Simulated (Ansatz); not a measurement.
## Zincblende alloy of GaSb and InAs (20 of 32 Ga sites, 20 of 32 Sb sites exchanged), 64 atoms

Ansatz, PAW, plane waves. PBEsol relaxation of volume and atoms (shape held) at the single k point (¼, ¼, ¼) without its symmetry partners; single points on the relaxed atoms at the Γ point alone, onto which points of the small cell's zone fold. Arrangement: quasirandom. No spin–orbit coupling unless named.

Relaxed structure:

```
Ga In As Sb
1.0
    12.18069    0.00000    0.00000
     0.00000   12.18069    0.00000
     0.00000    0.00000   12.18069
Ga In As Sb
12 20 20 12
Direct
  0.99953 0.00382 0.00169
  0.49905 0.50393 0.99615
  0.48916 0.50267 0.50555
  0.25701 0.25873 0.49829
  0.25086 0.73558 0.99774
  0.75129 0.74898 0.51066
  0.74201 0.50262 0.76301
  0.00330 0.24671 0.76460
  0.98370 0.74559 0.75329
  0.49482 0.26523 0.75408
  0.50055 0.73136 0.24908
  0.49496 0.74905 0.75763
  0.00292 0.98540 0.50865
  0.00139 0.50406 0.99391
  0.00867 0.49105 0.49913
  0.49769 0.99771 0.98620
  0.48993 0.00002 0.50255
  0.24992 0.25035 0.99722
  0.26149 0.75418 0.49788
  0.75510 0.25942 0.98945
  0.74933 0.25371 0.50629
  0.74519 0.74921 0.99765
  0.24432 0.00581 0.25263
  0.25978 0.00067 0.75397
  0.25695 0.50365 0.24768
  0.25743 0.49468 0.75699
  0.75626 0.98914 0.24257
  0.75809 0.99348 0.75950
  0.74610 0.50478 0.23705
  0.01037 0.25598 0.24293
  0.01050 0.75744 0.23916
  0.48469 0.25385 0.24863
  0.12188 0.12070 0.11583
  0.13215 0.62493 0.11769
  0.61274 0.62289 0.11728
  0.37728 0.38406 0.11249
  0.37804 0.37412 0.62124
  0.38195 0.86828 0.63560
  0.87880 0.38041 0.12069
  0.88256 0.87760 0.11100
  0.87216 0.86174 0.63003
  0.36434 0.13159 0.38113
  0.38175 0.13787 0.86882
  0.38463 0.62239 0.37693
  0.38073 0.62675 0.88127
  0.88787 0.12372 0.87959
  0.86763 0.62365 0.86949
  0.13995 0.37201 0.37466
  0.12150 0.37014 0.87300
  0.12994 0.87402 0.37621
  0.61593 0.38569 0.87345
  0.61921 0.86657 0.86745
  0.12902 0.13692 0.62638
  0.12412 0.63235 0.63382
  0.62428 0.12682 0.12099
  0.61810 0.12952 0.64025
  0.61977 0.62399 0.63152
  0.37336 0.86160 0.12573
  0.87625 0.37659 0.64775
  0.88016 0.12316 0.37557
  0.87517 0.63130 0.37615
  0.11862 0.86648 0.87999
  0.61570 0.38450 0.37942
  0.62292 0.86020 0.37499
```

Problem. What are the mean bond lengths by pair (pairs within 1.2 times the sum of covalent radii, less contacts 15 % beyond the pair's median; cation–cation pairs of compounds aside; long ionic contacts are cut short by that bound)?

Solution. As–Ga 2.495 ± 0.020 Å (standard deviation, 29 bonds); As–In 2.642 ± 0.018 Å (standard deviation, 51 bonds); Ga–Sb 2.651 ± 0.019 Å (standard deviation, 19 bonds); In–Sb 2.779 ± 0.022 Å (standard deviation, 29 bonds).

Problem. What gap lies between the top filled and the lowest empty level in the single points?

Solution. HSE06 0.45 eV (47 s on NVIDIA GB200); r²SCAN 0.09 eV (5.7 s on NVIDIA GB200).
